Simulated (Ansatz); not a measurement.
Geometry optimisation in Ansatz: input, command and trajectory.

```yaml
crystal:
  lattice:
    - [5.0289992398, 0.0, 0.0]
    - [-2.5144996199, 4.3552410973, 0.0]
    - [0.0, 0.0, 3.2304]
  atoms:
    - { symbol: Na, position: [0.0, 0.0, 0.0] }
    - { symbol: Hg, position: [0.3333333333, 0.6666666667, 0.5] }
    - { symbol: Hg, position: [0.6666666667, 0.3333333333, 0.5] }
basis:
  ecutwfc: 500
kpoints:
  mp_grid: { grid: [12, 12, 14] }
hamiltonian:
  xc: r2scan
scf:
  occupations: { method: gaussian, width: 0.1 }
output:
  forces: true
  stress: true
  eigenvalues: true
  write_density: true
  write_potential: true
  elf: true
  volumetric_format: npy
relax:
  adjacent_minimum: "off"
  f_tol: 0.005
  max_steps: 80
  cell: { stress_tol: 0.05 }
```

```bash
ansatz run input.yaml --threads 1 --pin off --max-ram 2560MiB --backend cpu --events-out ev --progress --plain --runs-dir out
```

Theory: DFT r2SCAN, scalar-relativistic, plane waves, PAW in Ansatz.

Of 4 frames 4 are shown, positions in Å and forces in eV/Å; the SCF threshold varies from step to step. Steps run on the plane waves of an earlier cell, with a Pulay correction in the pressure. The basis is chosen afresh for the last frame, the zero of the energies, and at times for earlier ones too; energy and pressure step there, also at an unchanged geometry.

```xyz
3
Lattice="5.0290 0.0000 0.0000 -2.5145 4.3552 0.0000 0.0000 0.0000 3.2304" Properties=species:S:1:pos:R:3:forces:R:3 pbc="T T T" step=1 free_energy_over_end_meV_per_atom=2.42 pressure_GPa=0.99
Na    0.0000    0.0000    0.0000    0.0000    0.0000    0.0000
Hg    0.0000    2.9035    1.6152    0.0000    0.0000    0.0000
Hg    2.5145    1.4517    1.6152    0.0000    0.0000    0.0000
3
Lattice="5.0792 0.0000 0.0000 -2.5396 4.3987 0.0000 0.0000 0.0000 3.2368" Properties=species:S:1:pos:R:3:forces:R:3 pbc="T T T" step=2 free_energy_over_end_meV_per_atom=0.29 pressure_GPa=0.19
Na    0.0000    0.0000    0.0000    0.0000    0.0000    0.0000
Hg    0.0000    2.9325    1.6184    0.0000    0.0000    0.0000
Hg    2.5396    1.4662    1.6184    0.0000    0.0000    0.0000
3
Lattice="5.0920 0.0000 0.0000 -2.5460 4.4098 0.0000 0.0000 0.0000 3.2380" Properties=species:S:1:pos:R:3:forces:R:3 pbc="T T T" step=3 free_energy_over_end_meV_per_atom=0.24 pressure_GPa=0.01
Na    0.0000    0.0000    0.0000    0.0000    0.0000    0.0000
Hg    0.0000    2.9399    1.6190    0.0000    0.0000    0.0000
Hg    2.5460    1.4699    1.6190    0.0000    0.0000    0.0000
3
Lattice="5.0920 0.0000 0.0000 -2.5460 4.4098 0.0000 0.0000 0.0000 3.2380" Properties=species:S:1:pos:R:3:forces:R:3 pbc="T T T" step=4 free_energy_over_end_meV_per_atom=0.00 pressure_GPa=0.02
Na    0.0000    0.0000    0.0000    0.0000    0.0000    0.0000
Hg    0.0000    2.9399    1.6190    0.0000    0.0000    0.0000
Hg    2.5460    1.4699    1.6190    0.0000    0.0000    0.0000
```

Spin–orbit coupling is left out, which can shift energies with elements as heavy as these.